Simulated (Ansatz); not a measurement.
CO2:
```
CO2
1.0
    4.27083     0.00000     0.00000
    0.00000     4.27083     0.00000
    0.00000     0.00000     9.23624
C O
4 8
Cartesian
  4.27049   0.00034   6.92718
  2.13507   2.13507   0.00000
  0.00034   4.27049   2.30906
  2.13575   2.13575   4.61812
  2.95594   1.31538   4.61807
  0.82003   0.82053   6.92713
  1.31488   2.95545   9.23619
  3.45079   3.45030   2.30901
  0.82053   0.82003   2.30911
  2.95545   1.31488   0.00005
  3.45030   3.45079   6.92723
  1.31538   2.95594   4.61817
```

Relaxed with r²SCAN+D4.

### Question
Which orbitals make up the states near the band edges in r²SCAN+D4 in the plane-wave PAW code Ansatz?

### Answer
Top 1 eV of the valence band: O 2p 99 %. Bottom 1 eV of the conduction band: C 2s 40 %, O 2p 12 %, O 2s 8 %, C 2p 6 %, outside the projected shells 33 %. Projections are on Löwdin-orthogonalised atomic valence shells; empty p or d shells of many metals are not among them.

### Question
Tabulate the density of states.

### Answer
States/eV per cell of 12 atoms, in 0.25 eV bins, energy from the valence-band maximum.

| E (eV) | total | O 2p | C 2p | O 2s |
|---|---|---|---|---|
| -6.20 | 0.00 | 0.00 | 0.00 | 0.00 |
| -5.95 | 10.25 | 6.08 | 0.56 | 2.66 |
| -5.70 | 21.75 | 13.09 | 0.72 | 5.94 |
| -5.45 | 0.00 | 0.00 | 0.00 | 0.00 |
| -5.20 | 0.70 | 0.44 | 0.18 | 0.06 |
| -4.95 | 11.19 | 7.20 | 2.73 | 1.04 |
| -4.70 | 15.76 | 10.35 | 3.40 | 1.69 |
| -4.45 | 12.22 | 8.03 | 2.54 | 1.37 |
| -4.20 | 14.71 | 9.20 | 4.22 | 0.92 |
| -3.95 | 26.89 | 16.79 | 7.87 | 1.58 |
| -3.70 | 14.53 | 9.09 | 4.48 | 0.69 |
| -3.45 | 0.01 | 0.01 | 0.00 | 0.00 |
| -3.20 | 0.00 | 0.00 | 0.00 | 0.00 |
| -2.95 | 0.00 | 0.00 | 0.00 | 0.00 |
| -2.70 | 0.00 | 0.00 | 0.00 | 0.00 |
| -2.45 | 0.00 | 0.00 | 0.00 | 0.00 |
| -2.20 | 0.00 | 0.00 | 0.00 | 0.00 |
| -1.95 | 0.00 | 0.00 | 0.00 | 0.00 |
| -1.70 | 0.00 | 0.00 | 0.00 | 0.00 |
| -1.45 | 0.00 | 0.00 | 0.00 | 0.00 |
| -1.20 | 1.01 | 1.00 | 0.00 | 0.00 |
| -0.95 | 3.42 | 3.38 | 0.01 | 0.00 |
| -0.70 | 15.77 | 15.59 | 0.04 | 0.02 |
| -0.45 | 26.68 | 26.43 | 0.04 | 0.01 |
| -0.20 | 15.21 | 15.07 | 0.01 | 0.01 |
| 0.05 | 1.90 | 1.88 | 0.00 | 0.00 |
| 0.30 | 0.00 | 0.00 | 0.00 | 0.00 |
| 0.55 | 0.00 | 0.00 | 0.00 | 0.00 |
| 0.80 | 0.00 | 0.00 | 0.00 | 0.00 |
| 1.05 | 0.00 | 0.00 | 0.00 | 0.00 |
| 1.30 | 0.00 | 0.00 | 0.00 | 0.00 |
| 1.55 | 0.00 | 0.00 | 0.00 | 0.00 |
| 1.80 | 0.00 | 0.00 | 0.00 | 0.00 |
| 2.05 | 0.00 | 0.00 | 0.00 | 0.00 |
| 2.30 | 0.00 | 0.00 | 0.00 | 0.00 |
| 2.55 | 0.00 | 0.00 | 0.00 | 0.00 |
| 2.80 | 0.00 | 0.00 | 0.00 | 0.00 |
| 3.05 | 0.00 | 0.00 | 0.00 | 0.00 |
| 3.30 | 0.00 | 0.00 | 0.00 | 0.00 |
| 3.55 | 0.00 | 0.00 | 0.00 | 0.00 |
| 3.80 | 0.00 | 0.00 | 0.00 | 0.00 |
| 4.05 | 0.00 | 0.00 | 0.00 | 0.00 |
| 4.30 | 0.00 | 0.00 | 0.00 | 0.00 |
| 4.55 | 0.00 | 0.00 | 0.00 | 0.00 |
| 4.80 | 0.00 | 0.00 | 0.00 | 0.00 |
| 5.05 | 0.00 | 0.00 | 0.00 | 0.00 |
| 5.30 | 0.00 | 0.00 | 0.00 | 0.00 |
| 5.55 | 0.00 | 0.00 | 0.00 | 0.00 |
| 5.80 | 0.00 | 0.00 | 0.00 | 0.00 |
| 6.05 | 0.00 | 0.00 | 0.00 | 0.00 |
| 6.30 | 0.00 | 0.00 | 0.00 | 0.00 |
| 6.55 | 0.00 | 0.00 | 0.00 | 0.00 |
| 6.80 | 0.00 | 0.00 | 0.00 | 0.00 |
| 7.05 | 0.00 | 0.00 | 0.00 | 0.00 |
| 7.30 | 0.04 | 0.00 | 0.00 | 0.00 |
| 7.55 | 0.33 | 0.03 | 0.01 | 0.03 |
| 7.80 | 0.54 | 0.06 | 0.02 | 0.05 |
| 8.05 | 0.70 | 0.09 | 0.05 | 0.06 |
| 8.30 | 1.24 | 0.27 | 0.28 | 0.06 |
| 8.55 | 7.46 | 2.60 | 3.50 | 0.12 |
| 8.80 | 21.39 | 7.92 | 10.90 | 0.22 |
| 9.05 | 17.23 | 6.62 | 9.07 | 0.13 |
| 9.30 | 16.02 | 6.29 | 8.35 | 0.10 |
| 9.55 | 4.48 | 1.45 | 1.85 | 0.10 |
| 9.80 | 2.96 | 0.77 | 0.92 | 0.11 |
| 10.05 | 2.07 | 0.35 | 0.34 | 0.12 |
| 10.30 | 2.44 | 0.35 | 0.29 | 0.16 |
| 10.55 | 2.23 | 0.31 | 0.23 | 0.14 |
| 10.80 | 3.04 | 0.42 | 0.23 | 0.18 |
| 11.05 | 3.38 | 0.48 | 0.24 | 0.20 |
| 11.30 | 3.02 | 0.44 | 0.21 | 0.17 |
| 11.55 | 3.05 | 0.46 | 0.20 | 0.16 |
| 11.80 | 3.09 | 0.49 | 0.16 | 0.16 |

Space group P4_2/mnm. The first step of the workflow began from a Materials Project structure, measured or hypothetical; the Crystallography Open Database copy checked does not list it. COD files the formula under space group No. 122, 205, so this cell is another polymorph or a model. The r²SCAN+D4 relaxation kept the symmetry of its start; its stability against distortions is not shown here. The substance is a gas or liquid at ambient conditions.

Potentials: the later of the program's two PAW sets.
